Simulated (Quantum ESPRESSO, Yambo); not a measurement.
AgCl (space group Cmcm, No. 63): one geometry, one set of PBEsol (pw.x of Quantum ESPRESSO, ONCV potentials, without SOC) orbitals, self-energies from Yambo (4×4×4 Γ-centred k mesh, bands 9 to 99 and a 6 Ry block in the screening, 99 bands in G with the Bruneval-Gonze terminator, plasmon pole fitted at 27.2 eV).

```json
[
 {"level": "PBEsol (Quantum ESPRESSO)", "gap (0.25, 0.25, 0) → Γ (eV)": "0.34", "direct gap at Γ (eV)": "1.87"},
 {"level": "exchange only (Hartree-Fock self-energy on PBEsol orbitals)", "gap (0.25, 0.25, 0) → Γ (eV)": "(withheld)", "direct gap at Γ (eV)": "(withheld)"},
 {"level": "static COHSEX@PBEsol", "gap (0.25, 0.25, 0) → Γ (eV)": "1.81", "direct gap at Γ (eV)": "3.56"},
 {"level": "G0W0@PBEsol, plasmon pole", "gap (0.25, 0.25, 0) → Γ (eV)": "(withheld)", "direct gap at Γ (eV)": "(withheld)"}
]
```

**Question.** Some entries are withheld; supply them.

**Answer.** 
- exchange only (Hartree-Fock self-energy on PBEsol orbitals), gap (0.25, 0.25, 0) → Γ (eV): 9.04
- exchange only (Hartree-Fock self-energy on PBEsol orbitals), direct gap at Γ (eV): 11.33
- G0W0@PBEsol, plasmon pole, gap (0.25, 0.25, 0) → Γ (eV): 1.72
- G0W0@PBEsol, plasmon pole, direct gap at Γ (eV): 3.37

Bare exchange has no screening and gives the widest gap; static COHSEX screens it but leaves out the frequency dependence, which G0W0 restores.

Nearest settings tried, and what they do to the gap: 69 bands in G: +18 meV; 55 bands in W: +209 meV; 3 Ry block (45 vectors against 127): +4 meV. Not varied: mesh. So the settings aren't converged at that level.

Geometry relaxed with PBEsol; primitive cell a = 5.7381 Å, b = 5.7381 Å, c = 3.8450 Å, α = 90.00°, β = 90.00°, γ = 142.44°.

This is not the ordinary phase of the substance; no match was found in the copy of COD used, and its stability was not checked.
